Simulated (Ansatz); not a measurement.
The start is a relaxed Mo cell displaced along its unstable phonon at q = (½, 0, 0) of its primitive reciprocal cell (122i cm⁻¹), largest move 0.15 Å. Cell shape, volume and atoms are optimised at zero target pressure with PBEsol (plane waves to 420 eV, PAW, scalar-relativistic; Ansatz, a program for electronic structure). The first steps use a coarse 7×13×13 k-mesh.

The start:
```
Mo
1.0
    5.13862     0.00000     0.00000
    0.00000     2.56931     0.00000
    0.00000     0.00000     2.56931
Mo
2
Direct
  0.00000   0.00000   0.94162
  0.50000   0.00000   0.05838
```

### Question
Which atoms feel the largest initial force, and how large is it?

### Answer
0.57 eV/Å, on Mo1, Mo2 (atoms numbered as listed).

### Question
How does the volume per atom move from start to end?

### Answer
-3.7 %, from 16.96 to 16.33 Å³/atom.

### Question
Is the parent structure recovered?

### Answer
It does not go back: it reaches Cmmm (No. 65), 0.31 eV/atom below the parent.

### Question
How do the shortest distances between atoms change?

### Answer
The closest pairs of elements (up to four, under 3.6 Å), start → end: Mo–Mo 2.57 → 2.49 Å.

### Question
What band gap does the relaxed structure have at this level?

### Answer
No gap (metallic).

Final values are on a 20×20×19 k-mesh of the relaxed cell. No spin polarisation in the result.

The run could not lose the symmetry of its start: the end is stationary, and may be a saddle point rather than a minimum.

The relaxed structure here is a generated cell of Mo: the first start was made by placing the elements on the sites of a structure type, and the end was not matched to a known phase here, so it may be hypothetical. Known forms of Mo include space group No. 229.
